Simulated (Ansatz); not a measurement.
TiTe2 (CdI2 type)

```yaml
crystal:
  lattice:
    - [3.78396, 0.00000, 0.00000]
    - [-1.89198, 3.27701, 0.00000]
    - [0.00000, 0.00000, 6.60161]
  atoms:
    - { symbol: Ti, position: [0.00000, 0.00000, 0.00000] }
    - { symbol: Te, position: [0.33333, 0.66667, 0.25685] }
    - { symbol: Te, position: [0.66667, 0.33333, 0.74315] }
```

This relaxed cell (volume V₀) is scaled evenly in all directions, its shape held. The atoms relax within the cell's symmetry.

Calculation: r2SCAN+rVV10 (plane waves to 500 eV, PAW, scalar-relativistic; Ansatz, a quantum-chemistry and plane-wave program). k mesh 14×14×7 (Γ-centred), Fermi-Dirac smearing 0.05 eV. E stands for the smeared free energy. Stress and pressure are positive under compression. With the shape held, the modulus is that of even scaling; a crystal free to change shape is softer. Spin-orbit coupling is left out, though Te is heavy. TiTe2 is run without spin polarisation. TiTe2 was relaxed with its symmetry unable to fall. ΔE is measured from the relaxed starting cell.

| V (Å³/cell) | ΔE (meV/atom) | P (GPa) |
|---|---|---|
| 76.95 | 12 | 2.5 |
| 77.77 | 8 | 2.0 |
| 78.59 | 5 | 1.6 |
| 79.40 | 3 | 1.1 |
| 80.22 | 1 | 0.7 |
| 81.04 | 0 | 0.3 |
| 81.86 | 0 | 0.0 |
| 82.68 | 0 | -0.3 |
| 83.50 | 1 | -0.7 |
| 84.32 | 2 | -0.9 |
| 85.14 | 4 | -1.2 |
| 85.95 | 7 | -1.5 |
| 86.77 | 9 | -1.7 |

Derived quantities:

* **Pressure at the smallest volume**: 2.5 GPa
* **Energy cost of the largest compression**: 12 meV/atom
* **Energy cost of the largest expansion**: 9 meV/atom
* **Bulk modulus at fixed cell shape B₀ (third-order Birch-Murnaghan fit)**: 34.1 GPa
* **Pressure derivative B₀′ (fit)**: 5.4
* **Equilibrium volume of the fit**: 27.29 Å³/atom
* **Pressure for 5 % compression (fit)**: 2.0 GPa

(Under strain, the slope of the energy per volume gives the stress and its curvature an elastic modulus.)
